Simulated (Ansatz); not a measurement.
Input file for Ansatz (a first-principles code):

Ansatz 0.2 input:
```yaml
crystal:
  lattice:
    - [2.6889100655, 0.0, 0.0]
    - [0.0, 2.6889100655, 0.0]
    - [0.0, 0.0, 2.6889100655]
  atoms:
    - { symbol: As, position: [0.5, 0.5, 0.5] }
kpoints:
  mp_grid: { grid: [11, 11, 11] }
  band_path:
    path:
      - [[0.0, 0.0, 0.0], [0.0, 0.5, 0.0], [0.5, 0.5, 0.0], [0.0, 0.0, 0.0], [0.5, 0.5, 0.5], [0.0, 0.5, 0.0]]  # Γ-X-M-Γ-R-X
      - [[0.5, 0.5, 0.5], [0.5, 0.5, 0.0]]  # R-M
    npoints: 12
basis: { xc_grid: 2 }
hamiltonian:
  xc: pbesol
  pseudopotentials: { kind: paw }
magnetization: { noncollinear: true, spin_orbit: true }
scf:
  n_extra_bands: 13
  convergence: { dr2_threshold: 0.0000000001 }
  occupations: { method: gaussian, width: 0.05 }
output: { eigenvalues: true }
```

Output (shortened):

```
Pseudopotential: As, paw_fr, valence charge 15
Functional definition: PBEsol
non-collinear run that drives no moment, with spin-orbit …
Crystal: 1 atoms, lattice volume = 19.441 Å³
Basis set: ecut = 420 eV, 389 PW (Γ), exchange–correlation on 36×36×36 points (8 copies of the dense FFT grid, shifted against one another)
Bands: 28, of which v1, the nominal top of the filled ones, is band 15 counted from 1 (14 counted from 0)
Symmetry: 48 space group operations + 48 with time reversal
k-points: 56 of 1331
Projection manifold: j_resolved (fully-relativistic pseudo-atomic orbitals)
SCF iter   1: F=—  HF=-4813.040466 eV  |F-HF|=—  |Δ(HF+E_count)|=         —  Δρ=1.61e-2  dr2=3.14e-2  dr2_m=0.00e0 (ungated)  ethr=3.10e-3  |M|=0.00e0 ∫|m|=0.00e0 μB  |m|>n=0.0e0 m-floor=0.0e0 τ_xc=0.0e0  β_m=0.30  ⟨swp⟩=7.1  Hψ=5200  notcnv=0  defer=64
preconditioner: auto → none
SCF iter   2: F=—  HF=-4813.040962 eV  |F-HF|=—  |Δ(HF+E_count)|=   4.95e-4  Δρ=1.14e-2  dr2=1.56e-2  dr2_m=0.00e0 (ungated)  ethr=2.10e-4  |M|=0.00e0 ∫|m|=0.00e0 μB  |m|>n=0.0e0 m-floor=0.0e0 τ_xc=0.0e0  β_m=0.65  ⟨swp⟩=1.8  Hψ=1097  notcnv=0  defer=410
SCF iter   3: F=—  HF=-4813.042061 eV  |F-HF|=—  |Δ(HF+E_count)|=   1.10e-3  Δρ=1.15e-3  dr2=2.65e-4  dr2_m=0.00e0 (ungated)  ethr=1.04e-4  |M|=0.00e0 ∫|m|=0.00e0 μB  |m|>n=0.0e0 m-floor=0.0e0 τ_xc=0.0e0  β_m=0.46  ⟨swp⟩=2.8  Hψ=1037  notcnv=0  defer=410
SCF iter   4: F=—  HF=-4813.041751 eV  |F-HF|=—  |Δ(HF+E_count)|=   3.10e-4  Δρ=6.08e-4  dr2=6.99e-5  dr2_m=0.00e0 (ungated)  ethr=1.77e-6  |M|=0.00e0 ∫|m|=0.00e0 μB  |m|>n=0.0e0 m-floor=0.0e0 τ_xc=0.0e0  β_m=0.73  ⟨swp⟩=2.0  Hψ=974  notcnv=0  defer=410
SCF iter   5: F=—  HF=-4813.041670 eV  |F-HF|=—  |Δ(HF+E_count)|=   8.10e-5  Δρ=7.07e-5  dr2=3.31e-7  dr2_m=0.00e0 (ungated)  ethr=4.66e-7  |M|=0.00e0 ∫|m|=0.00e0 μB  |m|>n=0.0e0 m-floor=0.0e0 τ_xc=0.0e0  β_m=0.86  ⟨swp⟩=2.0  Hψ=984  notcnv=0  defer=410
SCF iter   6: F=—  HF=-4813.041671 eV  |F-HF|=—  |Δ(HF+E_count)|=   8.18e-7  Δρ=2.64e-6  dr2=7.24e-10  dr2_m=0.00e0 (ungated)  ethr=2.21e-9  |M|=0.00e0 ∫|m|=0.00e0 μB  |m|>n=0.0e0 m-floor=0.0e0 τ_xc=0.0e0  β_m=0.83  ⟨swp⟩=2.1  Hψ=704  notcnv=0  defer=410
SCF iter   7: F=-4813.041671 eV  HF=-4813.041671 eV  |F-HF|=8.91e-11  |Δ(HF+E_count)|=   2.45e-9  Δρ=6.92e-7  dr2=7.20e-11  dr2_m=0.00e0 (ungated)  ethr=1.00e-12  |M|=0.00e0 ∫|m|=0.00e0 μB  |m|>n=0.0e0 m-floor=0.0e0 τ_xc=0.0e0  ⟨swp⟩=7.9  Hψ=3664  notcnv=0
the last iteration of the SCF fills more bands at one k-point than at another …
SCF 1 converged in 7 iterations: F = -4813.041671 eV  dr2 = 7.20e-11
NSCF: frozen V_eff on 74 k-points
SCF converged after 7 iterations
Magnetization: |M| = 0.0000 μB,  M = (+0.0000, +0.0000, +0.0000) μB
Absolute magnetization: 0.0000 μB (∫|m|)
  site 0: m = (+0.0000, +0.0000, +0.0000) μB, |m| = 0.0000 μB  (R = 1.11 Å)
Free energy (F): -4813.041671 eV
Harris-Foulkes:  -4813.041671 eV  (|F-HF|=8.91e-11)
Internal energy: -4813.041326 eV  (E = F + TS)
E sigma→0 (E₀):  -4813.041498 eV
Entropy (-TS):   -0.000345 eV (-0.345 meV/atom)
Fermi energy:    11.781593 eV
--- Per-component energies (eV) ---
  E_band       = -213.003659
  E_kinetic    = 103.064872
  E_local      = -1535.600452  (includes V_loc(G=0)·N_el)
  E_nonlocal   = -667.972999
  E_hartree    = 867.859102
  E_xc         = -79.014106
  E_vxc        = -79.632162  (∫ρ·V_xc dr)
  E_paw        = -1792.990091  (= ΣΔE_a)
  E_vpaw       = 231.419245  (= ΣTr[D̂ρ^β])
  E_aug_tail   = 0.000006  (compensation charges beyond the density's cutoff)
  E_ewald      = -1709.357562
  E_core_change = 0.969905  (= ΣΔE_core)
  E_smearing   = -0.000345  (= −TS)
  E_closure    = 0.000000  (closes the sum)
  Σ components = -4813.041671   (vs F -4813.041671, Δ=0.00e0)
  [band-id]    e_kinetic+e_local+e_nonlocal+2·e_hartree+e_vxc+e_vpaw+e_augmentation_tail = -213.003286   (vs E_band -213.003659, Δ=3.73e-4)
--- Band table (eV; the first three rows and the last of 56) ---
  k-point 0: bands = ["-24.5520", "-24.5520", "-24.5520", "-24.5520", "-23.8391", "-23.8391", "-23.8391", "-23.8391", "-23.7753", "-23.7753", "-3.2955", "-3.2955", "15.7444", "15.7444", "16.1991", "16.1991", "16.1991", "16.1991", "20.4630", "20.4630", …
  k-point 1: bands = ["-24.5521", "-24.5521", "-24.5496", "-24.5496", "-23.8392", "-23.8392", "-23.8360", "-23.8360", "-23.7767", "-23.7767", "-3.1405", "-3.1405", "14.2155", "14.2155", "16.0488", "16.0488", "16.3375", "16.3375", "20.6046", "20.6046", …
  k-point 2: bands = ["-24.5525", "-24.5525", "-24.5435", "-24.5435", "-23.8396", "-23.8396", "-23.8274", "-23.8274", "-23.7805", "-23.7805", "-2.6819", "-2.6819", "11.3920", "11.3920", "16.4260", "16.4260", "16.7370", "16.7370", "21.0221", "21.0221", …
  k-point 55: bands = ["-24.5263", "-24.5263", "-24.5262", "-24.5262", "-23.8352", "-23.8352", "-23.7712", "-23.7712", "-23.7710", "-23.7710", "6.3897", "6.3897", "9.8414", "9.8414", "10.1266", "10.1266", "10.4178", "10.4178", "17.6932", "17.6932", "17.9866", …
```

Cost: about 13 core-seconds (a rough figure) on shared cores.

Space group Pm-3m. The first step of the workflow began from a Materials Project structure, measured or hypothetical; the Crystallography Open Database copy checked does not list it. It is not the phase usual at ambient conditions (space group No. 166). The PBEsol relaxation kept the symmetry of its start; its stability against distortions is not shown here.

Potentials: the later of the program's two PAW sets.

Ansatz is a plane-wave DFT program.
